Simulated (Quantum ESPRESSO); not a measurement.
# Ir2Rh3Mo2In: input and log of a self-consistent run

Simulated, not a measurement. The program is pw.x of Quantum ESPRESSO 7.5 (plane-wave density functional theory). The cell is made up: eight metal atoms on a face-centred cubic lattice, with elements, volume, strain and displacements drawn at random and not relaxed, so it may be unstable or far from any real phase. PseudoDojo standard norm-conserving files set the functional (PBE unless stated); there is no spin polarisation or spin-orbit coupling, the Fermi-Dirac width of 0.25 eV means electrons at about 2900 K, and the masses in the input are unused placeholders. Heavy elements are run without spin-orbit coupling, which real alloys of them have. A spin test at this wide smearing found no moment, but such smearing suppresses magnetism that the real alloy may have.

Input:

```
&control calculation='scf', pseudo_dir='./dojo.nc.sr.pbe.v0_5.standard.upf', outdir='./o', disk_io='minimal', tprnfor=.true., tstress=.true. /
&system ibrav=0, nat=8, ntyp=4, nbnd=81, ecutwfc=87.97787729, nosym=.true., tot_charge=0,
 occupations='smearing', smearing='fd', degauss=0.0183746611
/
&electrons conv_thr=1.470e-08, electron_maxstep=70, mixing_beta=0.5 /
ATOMIC_SPECIES
In 1.0 In.upf
Ir 1.0 Ir.upf
Mo 1.0 Mo.upf
Rh 1.0 Rh.upf
CELL_PARAMETERS angstrom
0.0154 -2.0144 -2.0432
-6.1866 -2.0575 0.0893
-1.8985 3.8919 -5.9774
ATOMIC_POSITIONS angstrom
Ir -0.0771 -0.0036 -0.0572
Rh -1.9529 1.9783 -3.93
Mo -2.0657 -0.1226 -2.0455
Rh -4.0478 1.8204 -5.9936
Ir -4.1044 -0.0338 -3.9351
In -4.106 -1.9881 -2.0188
Mo -6.0304 -0.1106 -6.004
Rh -6.05 -2.0554 -3.9355
K_POINTS automatic
8 4 3 1 1 1
```

The log is shortened where brackets say so; the opening notice, blank lines, dates and the lines on written files are dropped, and the path of the files is cut. It prints rydbergs, bohrs and kilobars, and counts compression as positive stress. Its total energy is the free energy E - TS of the whole cell.

```
     Program PWSCF v.7.5
     Parallel version (MPI & OpenMP), running on       4 processor cores
     Number of MPI processes:                 4
     Threads/MPI process:                     1
     [start-up lines left out]
     bravais-lattice index     =            0
     lattice parameter (alat)  =       5.4221  a.u.
     unit-cell volume          =     892.0901 (a.u.)^3
     number of atoms/cell      =            8
     number of atomic types    =            4
     number of electrons       =       126.00
     number of Kohn-Sham states=           81
     kinetic-energy cutoff     =      87.9779  Ry
     charge density cutoff     =     351.9115  Ry
     scf convergence threshold =      1.5E-08
     mixing beta               =       0.5000
     number of iterations used =            8  plain     mixing
     Exchange-correlation= PBE
                           (   1   4   3   4   0   0   0)
     [axes and pseudopotential details left out]
   Cartesian axes
     site n.     atom                  positions (alat units)
         1        Ir     tau(   1) = (  -0.0268709  -0.0012547  -0.0199354  )
         2        Rh     tau(   2) = (  -0.6806261   0.6894785  -1.3696863  )
         3        Mo     tau(   3) = (  -0.7199392  -0.0427286  -0.7128991  )
         4        Rh     tau(   4) = (  -1.4107421   0.6344471  -2.0888936  )
         5        Ir     tau(   5) = (  -1.4304683  -0.0117800  -1.3714638  )
         6        In     tau(   6) = (  -1.4310260  -0.6928940  -0.7035936  )
         7        Mo     tau(   7) = (  -2.1017192  -0.0385464  -2.0925183  )
         8        Rh     tau(   8) = (  -2.1085502  -0.7163494  -1.3716032  )
     number of k points=    48  Fermi-Dirac smearing, width (Ry)=  0.0184
                       cart. coord. in units 2pi/alat
        k(    1) = (  -0.0538890  -0.0154475  -0.0729453), wk =   0.0416667
        k(    2) = (   0.0095441  -0.1983348   0.1078422), wk =   0.0416667
     [further k points left out]
     Dense  grid:    99445 G-vectors     FFT dimensions: (  36,  75,  90)
     Estimated max dynamical RAM per process >     376.82 MB
     Estimated total dynamical RAM >       1.40 GB
     Initial potential from superposition of free atoms
     starting charge     125.9910, renormalised to     126.0000
     Starting wfcs are   79 randomized atomic wfcs +    2 random wfcs
     total cpu time spent up to now is        7.1 secs
     per-process dynamical memory:   292.0 Mb
     Self-consistent Calculation
     iteration #  1     ecut=    87.98 Ry     beta= 0.50
     Davidson diagonalization with overlap
     ethr =  1.00E-02,  avg # of iterations =  3.0
     total cpu time spent up to now is       26.2 secs
     total energy              =   -1577.27925774 Ry
     estimated scf accuracy    <       2.19551898 Ry
     iteration #  2     ecut=    87.98 Ry     beta= 0.50
     Davidson diagonalization with overlap
     ethr =  1.74E-03,  avg # of iterations =  2.4
     total cpu time spent up to now is       50.9 secs
     total energy              =   -1575.21582157 Ry
     estimated scf accuracy    <      39.46900019 Ry
     iteration #  3     ecut=    87.98 Ry     beta= 0.50
     Davidson diagonalization with overlap
     ethr =  1.74E-03,  avg # of iterations =  2.0
     total cpu time spent up to now is       72.6 secs
     total energy              =   -1578.27663854 Ry
     estimated scf accuracy    <       0.82969559 Ry
     iteration #  4     ecut=    87.98 Ry     beta= 0.50
     Davidson diagonalization with overlap
     ethr =  6.58E-04,  avg # of iterations =  2.0
     total cpu time spent up to now is       88.5 secs
     total energy              =   -1578.18755427 Ry
     estimated scf accuracy    <       3.44756114 Ry
     iteration #  5     ecut=    87.98 Ry     beta= 0.50
     Davidson diagonalization with overlap
     ethr =  6.58E-04,  avg # of iterations =  1.0
     total cpu time spent up to now is      102.5 secs
     total energy              =   -1578.36230051 Ry
     estimated scf accuracy    <       0.62981366 Ry
     [iterations 6 to 15 left out]
     iteration # 16     ecut=    87.98 Ry     beta= 0.50
     Davidson diagonalization with overlap
     ethr =  7.84E-10,  avg # of iterations =  2.0
     total cpu time spent up to now is      275.4 secs
     total energy              =   -1578.39168299 Ry
     estimated scf accuracy    <       0.00000053 Ry
     iteration # 17     ecut=    87.98 Ry     beta= 0.50
     Davidson diagonalization with overlap
     ethr =  4.20E-10,  avg # of iterations =  1.4
     total cpu time spent up to now is      290.3 secs
     total energy              =   -1578.39168302 Ry
     estimated scf accuracy    <       0.00000010 Ry
     iteration # 18     ecut=    87.98 Ry     beta= 0.50
     Davidson diagonalization with overlap
     ethr =  7.86E-11,  avg # of iterations =  2.6
     total cpu time spent up to now is      307.1 secs
     total energy              =   -1578.39168303 Ry
     estimated scf accuracy    <       0.00000007 Ry
     iteration # 19     ecut=    87.98 Ry     beta= 0.50
     Davidson diagonalization with overlap
     ethr =  5.83E-11,  avg # of iterations =  1.1
     total cpu time spent up to now is      322.9 secs
     total energy              =   -1578.39168303 Ry
     estimated scf accuracy    <       0.00000004 Ry
     iteration # 20     ecut=    87.98 Ry     beta= 0.50
     Davidson diagonalization with overlap
     ethr =  2.81E-11,  avg # of iterations =  1.1
     total cpu time spent up to now is      338.0 secs
     End of self-consistent calculation
     [lines on levels left out]
!    total energy              =   -1578.39168302 Ry
     estimated scf accuracy    <          8.9E-09 Ry
     smearing contrib. (-TS)   =      -0.14230882 Ry
     internal energy E=F+TS    =   -1578.24937420 Ry
     The total energy is F=E-TS. E is the sum of the following terms:
     one-electron contribution =    -365.59795658 Ry
     hartree contribution      =     263.67708204 Ry
     xc contribution           =    -281.76912258 Ry
     ewald contribution        =   -1194.55937708 Ry
     convergence has been achieved in  20 iterations
     Forces acting on atoms (cartesian axes, Ry/au):
     atom    1 type  2   force =    -0.01335413   -0.02059373    0.02697869
     atom    2 type  4   force =    -0.00329220   -0.00527720   -0.00496336
     atom    3 type  3   force =     0.08136713    0.05354273   -0.03264305
     atom    4 type  4   force =     0.02721087    0.00787890    0.00231930
     atom    5 type  2   force =     0.01615733    0.01799996   -0.02508039
     atom    6 type  1   force =    -0.02823593   -0.03233801    0.01712041
     atom    7 type  3   force =    -0.01957401   -0.04153745    0.04020363
     atom    8 type  4   force =    -0.06027906    0.02032482   -0.02393524
     Total force =     0.156362     Total SCF correction =     0.000611
     Computing stress (Cartesian axis) and pressure
          total   stress  (Ry/bohr**3)                   (kbar)     P=     -130.17
  -0.00108504  -0.00001726   0.00013189         -159.62       -2.54       19.40
  -0.00001726  -0.00071377  -0.00019378           -2.54     -105.00      -28.51
   0.00013189  -0.00019378  -0.00085585           19.40      -28.51     -125.90
     init_run     :      6.34s CPU      6.75s WALL (       1 calls)
     electrons    :    319.39s CPU    330.97s WALL (       1 calls)
     forces       :      2.55s CPU      2.56s WALL (       1 calls)
     stress       :      8.82s CPU      8.83s WALL (       1 calls)
     [timing details left out]
     PWSCF        :   5m37.40s CPU   5m49.52s WALL
     JOB DONE.
```

In other units: free energy -21475.113 eV for the cell, pressure -13.02 GPa, largest force component 2.092 eV/Å in size. The run took 351 s of wall time with four MPI processes on a shared machine (AMD EPYC, older, virtual cores), so the time is rough. A rerun of this cell at a higher cutoff and on a denser mesh moved values by no more than 0.019 eV in energy, 0.19 GPa in stress and 0.009 eV/Å in force, and a second program with other atomic files agreed on that cell to 2 % rms in force and 0.5 GPa in pressure.